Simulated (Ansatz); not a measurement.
A geometry of Zn away from equilibrium: step 2 of the relaxation of a generated cell, Zn placed in the AFLOW prototype A_tP4_129_ac (A_d). Calculation: r2SCAN (plane waves to 500 eV, PAW, scalar-relativistic; Ansatz, an electronic-structure program). Γ-centred k-mesh 7×7×11 on the run's cell (coarser than for final values), Fermi–Dirac smearing 0.05 eV. The plane waves were selected for a different cell earlier on the path.

```
CELL_PARAMETERS angstrom
      4.41249     0.00000     0.00000
      0.00000     4.41249     0.00000
      0.00000     0.00000     2.94988
ATOMIC_POSITIONS crystal
  Zn 0.00000 0.00000 0.00000
  Zn 0.50000 0.50000 0.00000
  Zn 0.50000 0.00000 0.42504
  Zn 0.00000 0.50000 0.57496
```

Give the Cartesian forces on all atoms (eV/Å).


```
atom    Fx    Fy     Fz
----  ----  ----  -----
Zn1   0.00  0.00   0.00
Zn2   0.00  0.00   0.00
Zn3   0.00  0.00   0.73
Zn4   0.00  0.00  -0.73
```

The path ends in I4/mmm (No. 139) (AFLOW prototype A_tI2_139_a (A_a)). No spin polarisation in the result.

The run could not lose the symmetry of its start: the end is stationary, and may be a saddle point rather than a minimum.

The end of the path is a generated cell of Zn: the first start was made by placing the elements on the sites of a structure type, and the end was not matched to a known phase here, so it may be hypothetical. Known forms of Zn include space group No. 194.
